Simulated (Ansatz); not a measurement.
Property card for ZrTa

ZrTa:
```cif
data_TaZr
_chemical_formula_sum 'Ta1 Zr1'
_space_group_name_H-M_alt 'Pm-3m'
_space_group_IT_number 221
_space_group_name_Hall '-P 4 2 3'
_cell_length_a 3.43492
_cell_length_b 3.43492
_cell_length_c 3.43492
_cell_angle_alpha 90.000
_cell_angle_beta 90.000
_cell_angle_gamma 90.000
loop_
_atom_site_label
_atom_site_type_symbol
_atom_site_symmetry_multiplicity
_atom_site_Wyckoff_symbol
_atom_site_fract_x
_atom_site_fract_y
_atom_site_fract_z
_atom_site_occupancy
Ta1 Ta 1 a 0.00000 0.00000 0.00000 1
Zr1 Zr 1 b 0.50000 0.50000 0.50000 1
```

Space group Pm-3m (No. 221), CsCl type; conventional cell a = 3.4349 Å, b = 3.4349 Å, c = 3.4349 Å, α = 90.00°, β = 90.00°, γ = 90.00°.

Method: plane-wave PAW r²SCAN (Ansatz code). Structure relaxed to zero pressure with the same functional. Other levels are named where they apply.

Cell and energy:

* **Volume per atom**: 20.26 Å³
* **Density**: 11.15 g/cm³
* **Formation energy from the elements (no fitted shifts)**: 0.25 eV/atom

Electronic structure:

- Electronic character: metallic (no gap)
- Density of states at the Fermi level: 2.1 states/eV per atom (mean over ±0.08 eV)
- Gap with spin–orbit coupling: none (metallic)

Mechanics:

- Bulk modulus (Birch–Murnaghan fit) = 134 GPa
- Pressure derivative B′ = 3.3
- Elastic constants (relaxed ions, GPa) = C11 = 149, C12 = 126, C44 = 43.6
- Mechanical stability = stable (all eigenvalues of C positive)
- Hill bulk and shear moduli = 134 and 25.4 GPa
- Young's modulus = 71.5 GPa
- Poisson's ratio = 0.41
- Debye temperature from the elastic constants = 187 K

Charges:

* **Bader charges**: Ta -0.84, Zr +0.84 e

The start of the workflow was typed in or built on a structure type; neither database checked (COD, Materials Project) lists it. Its standing as an ambient phase is unchecked. The cell was relaxed with r²SCAN under the symmetry of its start; whether a distortion lowers the energy is not shown. The run is not spin-polarised. Its formation energy is positive at this level, so the cell may be metastable or incomplete. As this level gives no gap, shear constants depend on the k-mesh and smearing (Fermi–Dirac, 0.1 eV here). The references are the lowest solids computed at this level, not always the standard phases. Spin–orbit coupling is left out wherever it is not named.

Potentials: the later of the program's two PAW sets.
